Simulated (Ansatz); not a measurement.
The relaxed structure here is a generated cell of Ta: the first start was made by placing the elements on the sites of a structure type, and the end was not matched to a known phase here, so it may be hypothetical. Known forms of Ta include space group No. 229.

A relaxed cell of Ta (Fddd (No. 70)), relaxed on a k-mesh at least as fine as the one used below. Computed with PBEsol (plane waves to 420 eV, PAW, scalar-relativistic; Ansatz, a quantum-chemistry and plane-wave program). Γ-centred k-mesh 13×7×13 on the run's cell (coarser than for final values), Fermi–Dirac smearing 0.05 eV.

```
CELL_PARAMETERS angstrom
      0.00000     2.57848     4.91896
      2.84150     0.00000     9.83792
      1.42075     2.57848     0.00000
ATOMIC_POSITIONS crystal
  Ta 0.25000 0.12500 0.25000
  Ta 0.25000 0.62500 0.25000
  Ta 0.00000 0.00000 0.00000
  Ta 0.00000 0.50000 0.00000
```

The atoms are displaced by (Å):

```json
[
 {"atom": "Ta1", "ux": "0.120", "uy": "0.111", "uz": "0.027"},
 {"atom": "Ta2", "ux": "-0.037", "uy": "0.132", "uz": "0.038"},
 {"atom": "Ta3", "ux": "-0.007", "uy": "-0.045", "uz": "0.049"},
 {"atom": "Ta4", "ux": "0.068", "uy": "0.035", "uz": "-0.079"}
]
```

Q: What forces (eV/Å) and pressure result?

A: 
```json
[
 {"atom": "Ta1", "Fx": "-1.47", "Fy": "0.23", "Fz": "-0.25"},
 {"atom": "Ta2", "Fx": "1.53", "Fy": "-0.93", "Fz": "-0.85"},
 {"atom": "Ta3", "Fx": "0.52", "Fy": "0.47", "Fz": "-0.41"},
 {"atom": "Ta4", "Fx": "-0.58", "Fy": "0.23", "Fz": "1.51"}
]
```

Pressure +1.7 GPa.

Q: Estimate the energy cost of the displacement in the harmonic approximation and compare with the calculation.

A: For a harmonic well ΔE = −½ Σ F·u = 0.283 eV a cell, or 71 meV/atom. The calculated energy relative to the undisplaced cell is +0.07 eV/atom, so the harmonic estimate holds well.

No spin polarisation in the result.

The run that gave the undisplaced cell could not lose the symmetry of its start; a randomly shaken copy of 4 atoms returns to this structure.
